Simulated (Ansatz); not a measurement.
Computed with Ansatz, DFT PBE, scalar-relativistic, plane waves, PAW. Settings: cutoff 420 eV, Γ-centred meshes spaced at most about 0.3 Å⁻¹, and about 0.25 Å⁻¹ or finer for metals (2π included), Gaussian smearing. No spin polarisation in the final relaxations.

These are static total energies at zero pressure.

Two relaxed structures of SiAs₃:

A.

```xyz
4
Lattice="0.0000 3.3099 3.3099 3.3099 0.0000 3.3099 3.3099 3.3099 0.0000" Properties=species:S:1:pos:R:3 pbc="T T T"
Si    0.0000    0.0000    0.0000
As    4.9648    4.9648    4.9648
As    1.6549    1.6549    1.6549
As    3.3099    3.3099    3.3099
```

B.

```xyz
8
Lattice="5.3140 0.0000 0.0000 0.0000 5.3140 0.0000 0.0000 0.0000 5.3140" Properties=species:S:1:pos:R:3 pbc="T T T"
Si    0.0000    0.0000    0.0000
Si    2.6570    2.6570    2.6570
As    1.3285    0.0000    2.6570
As    3.9855    0.0000    2.6570
As    0.0000    2.6570    1.3285
As    0.0000    2.6570    3.9855
As    2.6570    3.9855    0.0000
As    2.6570    1.3285    0.0000
```

**Question.** Which would you expect to be lower, and how large is the difference?

**Answer.** A is lower, by 128 meV/atom. A has the BiF3 (D0_3) type, space group Fm-3m (No. 225), 18.1 Å³/atom and no gap on its mesh; B has the A15 type, space group Pm-3n (No. 223), 18.8 Å³/atom and no gap. Counting As atoms around Si (those within 1.25 times the shortest such distance or 1.15 times the sum of covalent radii, 1.27 where that leaves under three; a plus sign parts nearer from farther groups; the shortest distance is added where it exceeds 1.18 times the sum of covalent radii), A has Si 8+6 from 2.9 Å and B has Si 12 from 3.0 Å. The denser one is the lower, and pressure would at first widen the difference. Even the lower one lies +0.51 eV/atom against the reference forms of the elements (uncorrected), so neither is stable at this level. Both come from invented guesses. A third cell relaxed alike, in R-3m, lies 0.42 eV/atom below the lower of the two.

In Fm-3m an odd number of electrons in the primitive cell allows no gap without spin; a larger cell or a magnetic state could open one. A magnetic state wasn't ruled out in cells without spin, among them Fm-3m. Cells relaxed within their symmetry can be saddle points.
